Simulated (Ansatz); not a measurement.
GaRu3C (anti-perovskite, Pm-3m), r²SCAN (plane waves, PAW; program Ansatz), all energies at zero smearing, with the estimated change up to a 700 eV cutoff added, with one set of potentials and settings (totals compare only within such a set). Cell of 5 atoms (1 Ga, 3 Ru, 1 C): -21713.698 eV.

```
element                reference phase  E (eV/atom)
-------  -----------------------------  -----------
Ga           Cmce, 4 atoms in the cell   -3790.2689
Ru       P6_3/mmc, 2 atoms in the cell   -5890.7039
C        P6_3/mmc, 4 atoms in the cell    -251.6711
```

Formation energy per atom, worked out: (-21713.698 − 1×(-3790.2689) − 3×(-5890.7039) − 1×(-251.6711))/5 = 0.071 eV/atom (7 kJ per mol of atoms), at 0 K, without zero-point energy or fitted corrections.

The start of the workflow was typed in or built on a structure type; neither database checked (COD, Materials Project) lists it. Its standing as an ambient phase is unchecked. Symmetry was held in the r²SCAN relaxation; whether a distortion lowers the energy is not shown. The run is not spin-polarised. The references are the lowest solids computed at this level, not always the standard phases.

Potentials: the later of the program's two PAW sets.
